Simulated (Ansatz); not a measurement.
A: Ti (hcp, Mg type), a = 2.939 Å, b = 2.939 Å, c = 4.650 Å, α = 90.00°, β = 90.00°, γ = 120.00°
B: Mg₃Sb₂ (A-La2O3 type, space group P-3m1), a = b = 4.5959 Å, c = 7.2716 Å, α = β = 90.00°, γ = 120.00°
C: Se (trigonal-Se type, space group P3_121), a = b = 4.535 Å, c = 5.041 Å, α = β = 90.00°, γ = 120.00°

Scan: energy against volume (even scaling of the relaxed cell, symmetry kept). All come from one method, each on a k mesh of its own. All were relaxed with their symmetry unable to fall. Spin-orbit coupling is left out. Ti is run without spin polarisation.

Question: Order them by bulk modulus at fixed cell shape (fitted) (lowest first) at the level PBE (plane waves to 420 eV, PAW, scalar-relativistic; Ansatz, a program for electronic structure).

Answer: C (13.8 GPa), B (41.8 GPa), A (112 GPa)

(A scan under strain: stresses follow from slopes of the energy per volume, elastic moduli from its curvatures.)
